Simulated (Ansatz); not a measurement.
CdSe (zinc blende, F-43m), r²SCAN in the plane-wave PAW code Ansatz: ε∞ = 6.56, cell volume 57.68 Å³. Infrared-active transverse modes:

```
ω_TO (cm⁻¹)  oscillator strength S_xx (e²/amu)
-----------  ---------------------------------
162.9                                   0.1100
```

Compute the static dielectric constant.

Each mode adds (4.921e7/V) S/ω²: 3.54. So ε0 = 10.1.

What LO frequency does the Lyddane–Sachs–Teller relation give?

ω_LO = ω_TO √(ε0/ε∞) = 202 cm⁻¹.

The cell was relaxed with r²SCAN under the symmetry of its start; phonons on a q-mesh show no instability. Spin–orbit coupling is left out wherever it is not named.

Potentials: the later of the program's two PAW sets.
